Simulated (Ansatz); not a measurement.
Na:
```xyz
1
Lattice="3.4163 0.0000 0.0000 0.0000 3.4163 0.0000 0.0000 0.0000 3.4163" Properties=species:S:1:pos:R:3 pbc="T T T"
Na     0.0000     0.0000     0.0000
```

Relaxed with r²SCAN. Special points in fractions of this cell's reciprocal vectors: Γ (0.000, 0.000, 0.000); X (0.000, 0.500, 0.000); M (0.500, 0.500, 0.000); R (0.500, 0.500, 0.500).

List the band energies nearest the Fermi level at these points for DFT-r²SCAN in the program Ansatz with PAW potentials.

In eV from the Fermi level; about four levels below and three above (degenerate sets whole), none deeper than 8.9 eV; … stands for higher levels left out; points with the same levels are listed once.

| k | below | above |
|---|---|---|
| Γ | -3.35 | 8.79 8.79 … |
| X | -0.08 | 0.38 11.25 12.81 12.81 |
| M | – | 3.18 3.18 3.29 |
| R | – | 6.20 6.20 6.20 |

Space group Pm-3m (simple cubic). The cell is a constructed one: a structure type filled with these elements; neither database checked (COD, Materials Project) lists it. It is not the phase usual at ambient conditions (space group No. 229). Symmetry was held in the r²SCAN relaxation. At this level the phase is dynamically unstable (imaginary phonons).

Potentials: the later of the program's two PAW sets.
